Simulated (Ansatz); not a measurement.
BN in space group P4_2/mnm (No. 136; B on 4f, N on 4g), DFT-r²SCAN in the program Ansatz with PAW potentials, all energies at zero smearing, with the estimated change up to a 700 eV cutoff added, with one set of potentials and settings (totals compare only within such a set). Cell of 8 atoms (4 B, 4 N): -2175.161 eV.

| element | reference phase | E (eV/atom) |
|---|---|---|
| B | R-3m, 12 atoms in the cell | -156.5544 |
| N | Pa-3, 8 atoms in the cell | -384.8315 |

Formation energy per atom, worked out: (-2175.161 − 4×(-156.5544) − 4×(-384.8315))/8 = -1.202 eV/atom (-116 kJ per mol of atoms), at 0 K, without zero-point energy or fitted corrections.

The start of the workflow was typed in or built on a structure type; the Crystallography Open Database copy checked does not list it. It is not the phase usual at ambient conditions (space group No. 186, 194, 216). Symmetry was held in the r²SCAN relaxation; its stability against distortions is not shown here. The references are the lowest solids computed at this level, not always the standard phases (solids in place of the gases).

Potentials: the later of the program's two PAW sets.
